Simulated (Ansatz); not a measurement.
Values for one crystal, relaxed and computed with PBEsol in the plane-wave PAW code Ansatz; other levels are named.

| Property | Result |
|---|---|
| Volume per atom | 10.00 Å³ |
| Electronic character | metallic (no gap) |
| Bulk modulus (Birch–Murnaghan fit) | 2470 kbar |
| Formation energy from the elements (no fitted shifts) | -0.067 eV/atom |
| Poisson's ratio | 0.28 |
| Hill bulk and shear moduli | 246 and 124 GPa |
| Mechanical stability | stable (all eigenvalues of C positive) |

### Question
Which compound is it?
A. Nb2C, Pnma (Nb on 4c, Nb on 4c, C on 4c)
B. ZrC, rock salt
C. ZnCo3C, anti-perovskite
D. Mo2C, P-3m1 (Mo on 2d, C on 1b)

### Answer
C, ZnCo3C, anti-perovskite

Space group Pm-3m (anti-perovskite). The first step of the workflow began from a Materials Project structure, measured or hypothetical; the Crystallography Open Database copy checked does not list it. Whether it is the stable phase at ambient conditions was not checked. Symmetry was held in the PBEsol relaxation; whether a distortion lowers the energy is not shown. Magnetic state: ferromagnetic, the only order run, not a proven ground state. As this level gives no gap, shear constants depend on the k-mesh and smearing (Fermi–Dirac, 0.1 eV here). The references are the lowest solids computed at this level, not always the standard phases.

Potentials: the later of the program's two PAW sets.
